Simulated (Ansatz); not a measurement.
Start of a relaxation, 1 H2O2 a cell, tilted, over a hollow O-O site (HfO₂, Fm-3m (No. 225), (1 1 0) face):

```yaml
crystal:
  lattice:
    - [7.17414, 0.00000, 0.00000]
    - [0.00000, 5.07288, 0.00000]
    - [0.00000, 0.00000, 25.71031]
  atoms:
    - { symbol: Hf, position: [0.25000, 0.50000, 0.31116] }
    - { symbol: Hf, position: [0.75000, 0.50000, 0.31116] }
    - { symbol: O, position: [0.50000, 0.75000, 0.31116] }
    - { symbol: O, position: [0.00000, 0.75000, 0.31116] }
    - { symbol: O, position: [0.50000, 0.25000, 0.31116] }
    - { symbol: O, position: [0.00000, 0.25000, 0.31116] }
    - { symbol: Hf, position: [0.50000, 0.00000, 0.38092] }
    - { symbol: Hf, position: [0.00000, 0.00000, 0.38092] }
    - { symbol: O, position: [0.75000, 0.25000, 0.38092] }
    - { symbol: O, position: [0.25000, 0.25000, 0.38092] }
    - { symbol: O, position: [0.75000, 0.75000, 0.38092] }
    - { symbol: O, position: [0.25000, 0.75000, 0.38092] }
    - { symbol: Hf, position: [0.75000, 0.50000, 0.45851] }
    - { symbol: Hf, position: [0.25000, 0.50000, 0.45851] }
    - { symbol: O, position: [0.00000, 0.74772, 0.45212] }
    - { symbol: O, position: [0.50000, 0.74772, 0.45212] }
    - { symbol: O, position: [0.00000, 0.25228, 0.45212] }
    - { symbol: O, position: [0.50000, 0.25228, 0.45212] }
    - { symbol: Hf, position: [0.00000, 0.00000, 0.51342] }
    - { symbol: Hf, position: [0.50000, 0.00000, 0.51342] }
    - { symbol: O, position: [0.25000, 0.24070, 0.52313] }
    - { symbol: O, position: [0.75000, 0.24070, 0.52313] }
    - { symbol: O, position: [0.25000, 0.75930, 0.52313] }
    - { symbol: O, position: [0.75000, 0.75930, 0.52313] }
    - { symbol: O, position: [0.62499, 0.48441, 0.63531] }
    - { symbol: O, position: [0.54212, 0.62837, 0.59951] }
    - { symbol: H, position: [0.53160, 0.46711, 0.66353] }
    - { symbol: H, position: [0.50000, 0.50000, 0.57291] }
```

Theory: DFT PBE+D3(BJ), scalar-relativistic, plane waves, PAW (Ansatz). Cutoff 420 eV; k points 2×3×1 on the computed 28-atom cell (Γ-centred); Gaussian smearing, width 0.05 eV; no spin polarisation. A dipole correction removes the field between periodic images along c.

Atoms 1, 2, 3, 4, 5, 6, 7, 8, 9, 10, 11, 12 (counted from 1) are held. The cell is fixed. Force threshold 0.04 eV/Å.

(1) Where does it end?

The end is the local minimum or symmetric point that this start leads to. The slab is only 5.4 Å thick, so the energy isn't converged with thickness.

Spin–orbit coupling is left out, which can shift energies with elements as heavy as these.

Answers

(1) The energy falls by 2.097 eV in 54 steps, to:

```yaml
crystal:
  lattice:
    - [7.17414, 0.00000, 0.00000]
    - [0.00000, 5.07288, 0.00000]
    - [0.00000, 0.00000, 25.71031]
  atoms:
    - { symbol: Hf, position: [0.25000, 0.50000, 0.31116] }
    - { symbol: Hf, position: [0.75000, 0.50000, 0.31116] }
    - { symbol: O, position: [0.50000, 0.75000, 0.31116] }
    - { symbol: O, position: [0.00000, 0.75000, 0.31116] }
    - { symbol: O, position: [0.50000, 0.25000, 0.31116] }
    - { symbol: O, position: [0.00000, 0.25000, 0.31116] }
    - { symbol: Hf, position: [0.50000, 0.00000, 0.38092] }
    - { symbol: Hf, position: [0.00000, 0.00000, 0.38092] }
    - { symbol: O, position: [0.75000, 0.25000, 0.38092] }
    - { symbol: O, position: [0.25000, 0.25000, 0.38092] }
    - { symbol: O, position: [0.75000, 0.75000, 0.38092] }
    - { symbol: O, position: [0.25000, 0.75000, 0.38092] }
    - { symbol: Hf, position: [0.74807, 0.51302, 0.45557] }
    - { symbol: Hf, position: [0.25276, 0.48902, 0.45400] }
    - { symbol: O, position: [0.01118, 0.77333, 0.44921] }
    - { symbol: O, position: [0.47961, 0.76949, 0.45755] }
    - { symbol: O, position: [0.99459, 0.27494, 0.44965] }
    - { symbol: O, position: [0.50996, 0.27381, 0.45108] }
    - { symbol: Hf, position: [0.99429, 0.01429, 0.51185] }
    - { symbol: Hf, position: [0.52869, 0.01991, 0.52138] }
    - { symbol: O, position: [0.25612, 0.19640, 0.51666] }
    - { symbol: O, position: [0.76228, 0.25920, 0.52316] }
    - { symbol: O, position: [0.17181, 0.68161, 0.52984] }
    - { symbol: O, position: [0.75930, 0.76670, 0.51862] }
    - { symbol: O, position: [0.58810, 0.02346, 0.61152] }
    - { symbol: O, position: [0.43014, 0.86301, 0.59101] }
    - { symbol: H, position: [0.52246, 0.16761, 0.62894] }
    - { symbol: H, position: [0.21261, 0.59672, 0.56157] }
```

The reference crystal is the fluorite-type form of HfO2, which isn't its usual structure.

Cost: 1 run of about 39 core-minutes, on Intel Xeon 6975P-C (Granite Rapids) (shared hosts).